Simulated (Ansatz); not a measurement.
Given:

ZrCu5:
```xyz
6
Lattice="0.0000 3.3559 3.3559 3.3559 0.0000 3.3559 3.3559 3.3559 0.0000" Properties=species:S:1:pos:R:3 pbc="T T T"
Zr     0.0000     0.0000     0.0000
Cu     1.6780     1.6780     1.6780
Cu     4.1894     4.1894     4.1894
Cu     2.5225     2.5225     4.1894
Cu     2.5225     4.1894     2.5225
Cu     4.1894     2.5225     2.5225
```

This is the LDA-relaxed structure.

### Question
All from LDA (plane waves, PAW; program Ansatz), unless another level is named. Give the density of states at the Fermi level.

### Answer
0.75 states/eV per atom (mean over ±0.08 eV).

### Question
Predict the formation energy from the elements (no fitted shifts).

### Answer
-0.14 eV/atom.

Space group F-43m. The workflow started from a Materials Project entry (that database holds measured and hypothetical structures alike); the Crystallography Open Database files this formula in space group No. 216, but the cells were not matched. Its standing as an ambient phase is unchecked. The cell was relaxed with LDA under the symmetry of its start; its stability against distortions is not shown here. The run is not spin-polarised. The references are the lowest solids computed at this level, not always the standard phases. Scalar-relativistic: spin–orbit coupling is off unless named, which matters more the heavier the elements.

Potentials: the later of the program's two PAW sets.
